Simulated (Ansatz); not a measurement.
VSi₂ in space group P6_222 (No. 180; V on 3c, Si on 6i) at seven volumes, the program Ansatz at the PBE level (PAW), shape and atoms relaxed at each. One row is withheld.

```tsv
V (Å³/atom)	P (GPa)
11.621	?
12.004	12.29
12.387	5.65
12.770	0.00
13.153	-4.80
13.536	-8.88
13.920	-12.34
```

Problem. Fit the shown pressures and predict the withheld one.

Solution. P = (3/2)B₀(x^(7/2) − x^(5/2))[1 + (3/4)(B′ − 4)(x − 1)] with x = (V₀/V)^(2/3). Least squares on the six rows gives V₀ = 12.770 Å³/atom, B₀ = 173 GPa, B′ = 4.44. At V = 11.621, x = 1.0649 and P = 20.12 GPa. The run itself gave 20.09 GPa.

The PBE relaxation kept the symmetry of its start. The workflow began spin-polarised and lost its moments.

Potentials: the later of the program's two PAW sets.
